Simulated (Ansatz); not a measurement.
## TiRh$_{3}$: a fit and a missing row

TiRh$_{3}$, Pm-3m, a = 3.821 Å. The structure is a COD entry; whether it is the stable form wasn't checked. Ansatz: r2SCAN, PAW, 500 eV, Γ-centred 12×12×12 mesh on 4 atoms, Gaussian smearing 0.10 eV; no spin polarisation. Symmetry fixes shape and atoms, so the cell is only scaled; pressure is positive in compression.

| V (Å³/atom) | P (GPa) |
| --- | --- |
| 12.269 | 43.50 |
| 12.687 | 29.67 |
| 13.105 | 18.03 |
| 13.524 | 8.24 |
| 13.942 | 0.00 |
| 14.360 | -6.93 |
| 14.778 | ? |
| 15.336 | -19.06 |

Question: Take V0 = 13.942 Å³/atom, fit the third-order Birch–Murnaghan form to the other rows, and predict the missing pressure.

Answer: With the Eulerian strain f = ½[(V0/V)^(2/3) − 1] and y = P/[3f(1 + 2f)^(5/2)], the form is the line y = B0 + 1.5 B0 (B0′ − 4) f. Rows (f, y): 0.04448, 263.4; 0.03245, 260.4; 0.02107, 257.3; 0.01025, 254.7; -0.00975, 248.9; -0.03078, 241.9. Means f = 0.01129, y = 254.43; Σ(Δf)² = 0.003859, ΣΔfΔy = 1.095; the slope is their ratio. y = 251.2 + 283.9 f GPa, so B0 = 251.2 GPa and B0′ = 4 + 2 × (283.9)/(3 × 251.2) = 4.75. At V = 14.778, f = -0.01904, y = 245.79 and P = -12.74 GPa. The run gave -12.74 GPa, the same to the digits shown.